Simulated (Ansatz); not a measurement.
Data:

VN:
```
VN
1.0
    0.00000     2.02107     2.02107
    2.02107     0.00000     2.02107
    2.02107     2.02107     0.00000
V N
1 1
Cartesian
  0.00000   0.00000   0.00000
  2.02107   2.02107   2.02107
```

This is the LDA-relaxed structure.

Problem. All from LDA (plane waves, PAW; program Ansatz), unless another level is named. Give the bulk modulus (Birch–Murnaghan fit).

Solution. 366 GPa.

Problem. Next, the highest zone-centre frequency?

Solution. 50.9 meV.

Space group Fm-3m (rock salt). The cell was relaxed with LDA under the symmetry of its start; of distortions, only those at the zone centre were tested. No spin polarisation was allowed. On the denser mesh and wider smearing of the elastic run this cell carries a stress of 0.3 GPa.

Potentials: the later of the program's two PAW sets.
